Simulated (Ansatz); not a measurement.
Be$_{2}$B:
```cif
data_B4Be8
_chemical_formula_sum 'Be8 B4'
_space_group_name_H-M_alt 'Fm-3m'
_space_group_IT_number 225
_space_group_name_Hall '-F 4 2 3'
_cell_length_a 4.55276
_cell_length_b 4.55276
_cell_length_c 4.55276
_cell_angle_alpha 90.000
_cell_angle_beta 90.000
_cell_angle_gamma 90.000
loop_
_atom_site_label
_atom_site_type_symbol
_atom_site_symmetry_multiplicity
_atom_site_Wyckoff_symbol
_atom_site_fract_x
_atom_site_fract_y
_atom_site_fract_z
_atom_site_occupancy
Be1 Be 8 c 0.25000 0.25000 0.25000 1
B1 B 4 a 0.00000 0.00000 0.00000 1
```
(The calculation used a cell of 3 atoms; values per cell refer to that cell.)

Relaxed with PBEsol.

Task: Tabulate the valence density and the electron localisation function along the shortest Be–B contact (1.97 Å), the program Ansatz at the PBEsol level (PAW).

Result: 

```tsv
distance from Be (Å)	density (e/Å³)	ELF
0.20	0.10	0.00
0.30	0.15	0.01
0.39	0.21	0.05
0.49	0.26	0.18
0.59	0.31	0.40
0.69	0.35	0.60
0.79	0.38	0.72
0.89	0.42	0.78
0.99	0.46	0.80
1.08	0.51	0.80
1.18	0.57	0.78
1.28	0.64	0.72
1.38	0.70	0.60
1.48	0.72	0.42
1.58	0.69	0.21
1.68	0.58	0.06
1.77	0.43	0.01
```

The density is the valence pseudo-density with augmentation charge, so density and ELF within about 1 Å of a nucleus are not all-electron values.

The workflow started from an entry of the Crystallography Open Database (COD). Its standing as an ambient phase is unchecked. The PBEsol relaxation kept the symmetry of its start; its stability against distortions is not shown here.

Potentials: the later of the program's two PAW sets.
